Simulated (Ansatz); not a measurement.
# SrTl single point

Input file of Ansatz 0.2.0:

```yaml
crystal:
  lattice:
    - [4.00602434, 0.0, 0.0]
    - [0.0, 4.00602434, 0.0]
    - [0.0, 0.0, 4.00602434]
  atoms:
    - { symbol: Sr, position: [0.0, 0.0, 0.0] }
    - { symbol: Tl, position: [0.5, 0.5, 0.5] }
  symmetry: { tolerance: 0.0003 }
kpoints:
  mp_grid: { grid: [8, 8, 8], shift: [0, 0, 0] }
  band_path:
    path:
      - [0.0, 0.0, 0.0]
      - [0.0, 0.5, 0.0]
      - [0.5, 0.5, 0.0]
      - [0.0, 0.0, 0.0]
      - [0.5, 0.5, 0.5]
      - [0.0, 0.5, 0.0]
      - [0.5, 0.5, 0.5]
      - [0.5, 0.5, 0.0]
    npoints: 20
magnetization:
  spin_polarized: false
scf:
  occupations: { method: fermi_dirac }
  lower_state_search: "off"
  max_iter: 200
hamiltonian:
  pseudopotentials: { kind: paw }
  xc: r2scan
basis:
  ecutwfc: 500
  fft_grid_basis: typed
output:
  forces: true
  stress: true
  eigenvalues: true
  bader: true
  populations: true
  elf: true
  write_potential: true
  volumetric_format: npy
  dos:
    e_range: [-12, 8]
    de: 0.05
    projected: { site_lists: { Sr: [Sr], Tl: [Tl] } }
checkpoint:
  read: saved_state
```

Command:

```sh
ansatz run input.yaml --threads 1 --pin off --max-ram 2560MiB --backend cpu --events-out ev --progress --plain --runs-dir out
```

The run starts from an earlier solution of this cell. 

Output (shortened):

```
SCF iter   1: F=-15014.7464 eV  Δρ=8.00e-4  dr2=4.47e-4  dr2_τ=1.21e-3
SCF iter   2: F=-15014.7468 eV  Δρ=5.44e-4  dr2=2.28e-4  dr2_τ=8.33e-6
SCF iter   3: F=-15014.7469 eV  Δρ=1.22e-4  dr2=1.72e-5  dr2_τ=1.62e-6
SCF iter   4: F=-15014.7469 eV  Δρ=4.71e-5  dr2=2.49e-6  dr2_τ=1.04e-7
SCF iter   5: F=-15014.7469 eV  Δρ=1.41e-5  dr2=2.52e-7  dr2_τ=3.00e-8
SCF iter   6: F=-15014.7469 eV  Δρ=3.94e-6  dr2=1.56e-8  dr2_τ=3.32e-10
Free energy (F): -15014.7469 eV
Harris-Foulkes:  -15014.7469 eV  (|F-HF|=2.46e-9)
Internal energy: -15014.7055 eV  (E = F + TS)
E sigma→0 (E₀):  -15014.7262 eV
Entropy (-TS):   -0.0414 eV (-20.716 meV/atom)
Fermi energy:    9.2396 eV
--- Per-component energies (eV) ---
  E_band       = -108.7541
  E_kinetic    = 581.0790
  E_local      = -1583.6706  (includes V_loc(G=0)·N_el)
  E_nonlocal   = 517.8274
  E_hartree    = 505.8870
  E_xc         = -381.5350
  E_vxc        = -334.2252  (∫ρ·V_xc dr)
  E_paw        = -12908.7348  (= ΣΔE_a)
  E_vpaw       = -323.3134  (= ΣTr[D̂ρ^β])
  E_aug_tail   = 0.0000  (compensation charges beyond the density's cutoff)
  E_vtau       = 21.7780  (kinetic-family band-sum trace: ∫τ·v_τ [+ j·A + Jᵃ·Aᵃ] dr)
  E_ewald      = -1746.4521
  E_core_change = 0.8937  (= ΣΔE_core)
  E_smearing   = -0.0414  (= −TS)
--- Stress (GPa, compression-positive) ---
        1.4732       0.0000       0.0000
        0.0000       1.4732       0.0000
        0.0000       0.0000       1.4732
  P = ⅓ Tr σ = 1.4732 GPa (14.732 kbar)
--- Löwdin populations: 2 sites ---
  site symbol       q [e]
     0     Sr      8.3293
     1     Tl     14.4559
  spilling = 0.0093 (of n_electrons = 23.0000)
```

Origin: a database entry at a rescaled volume.

It took 23 s on 1 thread of Intel(R) Xeon(R) Platinum 8488C (Sapphire Rapids), on a shared host, peak memory 0.51 GiB, starting from a saved density.
